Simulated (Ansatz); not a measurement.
Values for one crystal, relaxed and computed with DFT-r²SCAN in the program Ansatz with PAW potentials; other levels are named.

```yaml
volume_per_atom: 13.71 Å³
electronic_character: metallic (no gap)
Formation energy from the elements (no fitted shifts): -0.85 eV/atom
Bulk modulus (Birch–Murnaghan fit): 1730 kbar
Gap with spin–orbit coupling: none (metallic)
Pressure derivative B′: 4.0
Density of states at the Fermi level: 0.23 states/eV per atom (mean over ±0.08 eV)
```

**Question.** Which compound is it?
A) TiB2, MoSi2 or CaC2 type
B) Zr2SiB2, P-6m2 (Zr on 2h, Si on 1a, B on 1b, B on 1f)
C) SiGe, P-6m2 (Ge on 1a, Si on 1f)
D) SiB6, R-3m (B on 18h, B on 18h, Si on 6c)

**Answer.** B, Zr2SiB2, P-6m2 (Zr on 2h, Si on 1a, B on 1b, B on 1f)

The start of the workflow was typed in or built on a structure type; neither database checked (COD, Materials Project) lists it. Its standing as an ambient phase is unchecked. The r²SCAN relaxation kept the symmetry of its start; its stability against distortions is not shown here. The run is not spin-polarised. The references are the lowest solids computed at this level, not always the standard phases. Spin–orbit coupling is left out wherever it is not named.

Potentials: the earlier of the program's two PAW sets.
